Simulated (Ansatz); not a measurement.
**Relaxing a structure of Ru**

The start is a generated cell, Ru placed in the AFLOW prototype A_hR3_166_ac (C19, as in Sm). The structure is fully relaxed (lattice and positions, P = 0) with PBE (plane waves to 420 eV, PAW, scalar-relativistic; Ansatz, an electronic-structure program). First-step values are on the input's coarse k-mesh.

Ansatz input (later rounds restart from its end on a renewed k-mesh):
Ansatz 0.2 input:
```yaml
crystal:
  lattice:
    - [1.3423543, 0.7750086, 6.4884881]
    - [-1.3423543, 0.7750086, 6.4884881]
    - [0, -1.5500172, 6.4884881]
  atoms:
    - { symbol: Ru, position: [0, 0, 0] }
    - { symbol: Ru, position: [0.22222, 0.22222, 0.22222] }
    - { symbol: Ru, position: [0.77778, 0.77778, 0.77778] }
basis: { ecutwfc: 420, ecutrho_ratio: 4, xc_grid: 2, fft_grid_basis: typed }
kpoints: { mp_grid: { grid: [14, 14, 14] } }
hamiltonian:
  xc: pbe
  dispersion: none
  pseudopotentials: { azcp: { folder: ./paw }, kind: paw }
scf: { occupations: { method: fermi_dirac, width: 0.05 } }
relax: { f_tol: 0.01, max_steps: 100, cell: { stress_tol: 0.02 } }
output: { forces: true, stress: true }
```

How large is the pressure on the unrelaxed cell, and of which sign?

+7.1 GPa (positive: the cell is compressed).

What is the largest force in the starting geometry, and on which atom (counted from 1)?

0.68 eV/Å, on Ru2, Ru3 (atoms numbered as listed).

How much energy is released per atom?

0.02 eV/atom.

How does the volume change?

+2.2 %, from 13.50 to 13.80 Å³/atom.

How do the shortest distances between atoms change?

The closest pairs of elements (up to four, under 3.6 Å), start → end: Ru–Ru 2.66 → 2.62 Å.

Is the relaxed structure metallic? Give its gap.

No gap (metallic).

What does it relax into? Give the structure.


```cif
data_Ru9
_chemical_formula_sum 'Ru9'
_space_group_name_H-M_alt 'R-3m :H'
_space_group_IT_number 166
_space_group_name_Hall '-R 3 2"'
_cell_length_a 2.71746
_cell_length_b 2.71746
_cell_length_c 19.42501
_cell_angle_alpha 90.000
_cell_angle_beta 90.000
_cell_angle_gamma 120.000
loop_
_atom_site_label
_atom_site_type_symbol
_atom_site_symmetry_multiplicity
_atom_site_Wyckoff_symbol
_atom_site_fract_x
_atom_site_fract_y
_atom_site_fract_z
_atom_site_occupancy
Ru1 Ru 3 a 0.00000 0.00000 0.00000 1
Ru2 Ru 6 c 0.00000 0.00000 0.22063 1
```
(The calculation used a cell of 3 atoms; values per cell refer to that cell.)

The space group stays R-3m (No. 166) (the run could not lower it); the end is AFLOW prototype A_hR3_166_ac (C19, as in Sm), with 3 atoms in the primitive cell. Final values are on a 20×20×20 k-mesh of the relaxed cell. No spin polarisation in the result.

The run could not lose the symmetry of its start, so the end can be a saddle point.

The relaxed structure here is a generated cell of Ru: the first start was made by placing the elements on the sites of a structure type, and the end was not matched to a known phase here, so it may be hypothetical. Known forms of Ru include space group No. 194.
